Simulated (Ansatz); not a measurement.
TiSnS:
```cif
data_S2Sn2Ti2
_chemical_formula_sum 'Ti2 Sn2 S2'
_space_group_name_H-M_alt 'P4/nmm :1'
_space_group_IT_number 129
_space_group_name_Hall 'P 4ab 2ab -1ab'
_cell_length_a 3.79937
_cell_length_b 3.79937
_cell_length_c 7.70363
_cell_angle_alpha 90.000
_cell_angle_beta 90.000
_cell_angle_gamma 90.000
loop_
_space_group_symop_operation_xyz
  'x, y, z'
  '-y+1/2, x+1/2, z'
  '-x, -y, z'
  'y+1/2, -x+1/2, z'
  'x+1/2, -y+1/2, -z'
  '-y, -x, -z'
  '-x+1/2, y+1/2, -z'
  'y, x, -z'
  '-x+1/2, -y+1/2, -z'
  'y, -x, -z'
  'x+1/2, y+1/2, -z'
  '-y, x, -z'
  '-x, y, z'
  'y+1/2, x+1/2, z'
  'x, -y, z'
  '-y+1/2, -x+1/2, z'
loop_
_atom_site_label
_atom_site_type_symbol
_atom_site_symmetry_multiplicity
_atom_site_Wyckoff_symbol
_atom_site_fract_x
_atom_site_fract_y
_atom_site_fract_z
_atom_site_occupancy
Ti1 Ti 2 c 0.50000 0.00000 0.29627 1
Sn1 Sn 2 a 0.00000 0.00000 0.00000 1
S1 S 2 c 0.00000 0.50000 0.38243 1
```

Relaxed at zero pressure with DFT-PBEsol in the program Ansatz with PAW potentials.

Question: The volume is raised by 9 % and shape and atoms relax at that volume. What pressure results, and how do the axes share the change?

Answer: -7.3 GPa; a 3.0 %, b 3.0 %, c 2.6 %; the energy rises by 41 meV/atom.

Question: Give the new structure.

Answer: 
Space group P4/nmm, origin choice 1 (No. 129); a = 3.9152 Å, b = 3.9152 Å, c = 7.9074 Å, α = 90.00°, β = 90.00°, γ = 90.00°

```csv
atom,site,symmetry,x,y,z
Ti,2c,4mm,0.5000,0.0000,0.2981
Sn,2a,-4m2,0.0000,0.0000,0.0000
S,2c,4mm,0.0000,0.5000,0.3846
```

The phase is kept; no other phase was compared at this pressure.

The start of the workflow was typed in or built on a structure type; neither database checked (COD, Materials Project) lists it. Its standing as an ambient phase is unchecked. Symmetry was held in the PBEsol relaxation; whether a distortion lowers the energy is not shown. The workflow began spin-polarised and lost its moments. The volume moved by -16 % from the start of the relaxation. Scalar-relativistic: spin–orbit coupling is off unless named, which matters more the heavier the elements.

Potentials: the later of the program's two PAW sets.
